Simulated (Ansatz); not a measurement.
# Property card for Ca

Ca:
```yaml
crystal:
  lattice:
    - [3.94067, 0.00000, 0.00000]
    - [-1.97034, 3.41272, 0.00000]
    - [0.00000, 0.00000, 6.45658]
  atoms:
    - { symbol: Ca, position: [0.33333, 0.66667, 0.25000] }
    - { symbol: Ca, position: [0.66667, 0.33333, 0.75000] }
```

Space group P6_3/mmc (No. 194), hcp (Mg type); conventional cell a = b = 3.941 Å, c = 6.457 Å, α = β = 90.00°, γ = 120.00°.

Method: the program Ansatz at the r²SCAN level (PAW). Geometry: relaxed at this level of theory. Other levels are named where they apply.

Cell and energy:

```json
{
  "volume_per_atom": "43.42 Å³",
  "density": "1.53 g/cm³"
}
```

Electronic structure:

```json
{
  "electronic_character": "metallic (no gap)",
  "Density of states at the Fermi level": "0.99 states/eV per atom (mean over ±0.08 eV)"
}
```

Mechanics:

```json
{
 "Bulk modulus (Birch–Murnaghan fit)": "177 kbar",
 "Pressure derivative B′": "3.1",
 "Elastic constants (relaxed ions, GPa)": "C11 = 28.1, C12 = 16.8, C13 = 7.0, C33 = 43.3, C44 = 6.1",
 "mechanical_stability": "stable (all eigenvalues of C positive)",
 "hill_bulk_and_shear_moduli": "17.8 and 7.5 GPa",
 "Young's modulus": "19.7 GPa",
 "Poisson's ratio": "0.32",
 "debye_temperature_from_the_elastic_constants": "209 K"
}
```

Phonons:

```json
{
  "highest_zone_centre_frequency": "156 cm^-1",
  "zone_centre_stability": "no imaginary mode at Γ"
}
```

The measured cell (COD 9008489; 723 K, pressure taken as ambient) has 44.72 Å³ per atom; the computed volume differs by -2.9 %, which includes thermal expansion and zero-point motion.

The workflow started from an entry of the Crystallography Open Database (COD, 723 K), which files this formula under 3 space groups. It is not the phase usual at ambient conditions (space group No. 225). Symmetry was held in the r²SCAN relaxation. As this level gives no gap, shear constants depend on the k-mesh and smearing (Fermi–Dirac, 0.1 eV here). As this level gives no gap, phonon frequencies hold no LO–TO term and depend on the k-mesh and smearing (Fermi–Dirac, 0.1 eV here). Axis ratios of metals converge slowly with the k-mesh, so a and c are less sure than the volume.

Potentials: the earlier of the program's two PAW sets. The files were generated under PBE; for other functionals the program regenerates the frozen cores, and for LDA and PBEsol the local potential too.
